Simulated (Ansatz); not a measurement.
Hf$_{3}$N$_{4}$ (space group I-43d)

```
Hf3N4
1.0
   -3.36712     3.36712     3.36712
    3.36712    -3.36712     3.36712
    3.36712     3.36712    -3.36712
Hf N
6 8
Direct
  0.87500   0.25000   0.12500
  0.75000   0.37500   0.62500
  0.62500   0.75000   0.37500
  0.25000   0.12500   0.87500
  0.12500   0.87500   0.25000
  0.37500   0.62500   0.75000
  0.50000   0.00000   0.63303
  0.00000   0.13303   0.50000
  0.86697   0.86697   0.86697
  0.13303   0.50000   0.00000
  0.00000   0.63303   0.50000
  0.50000   0.00000   0.13303
  0.63303   0.50000   0.00000
  0.36697   0.36697   0.36697
```

Equation-of-state scan: isotropic scaling of the cell above, V₀ being its volume. The atoms relax within the cell's symmetry.

The numbers are results of PBE (plane waves to 420 eV, PAW, scalar-relativistic; Ansatz, a program for electronic structure), not measurements. k mesh 6×6×6 (Γ-centred), Fermi-Dirac smearing 0.05 eV. Energies are smeared free energies. Compression counts positive. Hf3N4 is run without spin polarisation. Hf3N4 was relaxed with its symmetry unable to fall. Spin-orbit coupling is left out, though Hf is heavy. ΔE is measured from the relaxed starting cell.

The scan covers V/V₀ from 0.900 to 1.100 in 9 points.

### Question
What pressure does the cell carry at V/V₀ = 0.900?

### Answer
31.2 GPa.

### Question
What is ΔE at V/V₀ = 0.900?

### Answer
94.1 meV/atom.

### Question
What is ΔE at V/V₀ = 1.100?

### Answer
49.3 meV/atom.

(A scan under strain: stresses follow from slopes of the energy per volume, elastic moduli from its curvatures.)
